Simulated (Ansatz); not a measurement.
Relaxed-ion elastic tensor of Si (diamond, Fd-3m) in GPa (Voigt order), DFT-r²SCAN in the program Ansatz with PAW potentials; density 2.31 g/cm³, 20.17 Å³ per atom.

```json
[
 {"": "1", "1": "168", "2": "61.6", "3": "61.6", "4": "0.0", "5": "0.0", "6": "0.0"},
 {"": "2", "1": "61.6", "2": "168", "3": "61.6", "4": "0.0", "5": "0.0", "6": "0.0"},
 {"": "3", "1": "61.6", "2": "61.6", "3": "168", "4": "0.0", "5": "0.0", "6": "0.0"},
 {"": "4", "1": "0.0", "2": "0.0", "3": "0.0", "4": "81.4", "5": "0.0", "6": "0.0"},
 {"": "5", "1": "0.0", "2": "0.0", "3": "0.0", "4": "0.0", "5": "81.4", "6": "0.0"},
 {"": "6", "1": "0.0", "2": "0.0", "3": "0.0", "4": "0.0", "5": "0.0", "6": "81.4"}
]
```

### Question
Is the crystal mechanically stable?

### Answer
Yes: the smallest eigenvalue of C is 81.4 GPa.

### Question
Work out the Voigt, Reuss and Hill averages.

### Answer
K_V = 97.0, K_R = 97.0, K_H = 97.0; G_V = 70.1, G_R = 67.1, G_H = 68.6 GPa.

### Question
Give Young's modulus, Poisson's ratio, Pugh's ratio and the universal anisotropy index.

### Answer
E = 9KG/(3K + G) = 167 GPa; ν = 0.21; K/G = 1.41 (brittle by the Pugh limit of 1.75); A_U = 5G_V/G_R + K_V/K_R − 6 = 0.22.

### Question
Estimate the sound speeds and the Debye temperature.

### Answer
v_l = √((K + 4G/3)/ρ) = 9030 m/s, v_t = √(G/ρ) = 5450 m/s, mean 6020 m/s; Θ = (h/k)(3n/4πV)^(1/3) v_m = 659 K.

### Question
Give the Zener ratio and Young's modulus along [100], [110] and [111].

### Answer
A = 2C44/(C11 − C12) = 1.53; 1/E = S11 − 2(S11 − S12 − S44/2)Γ with Γ = 0, 1/4, 1/3 gives 135, 173, 191 GPa.

The cell was relaxed with r²SCAN under the symmetry of its start; phonons on a q-mesh show no instability.

Potentials: the later of the program's two PAW sets.
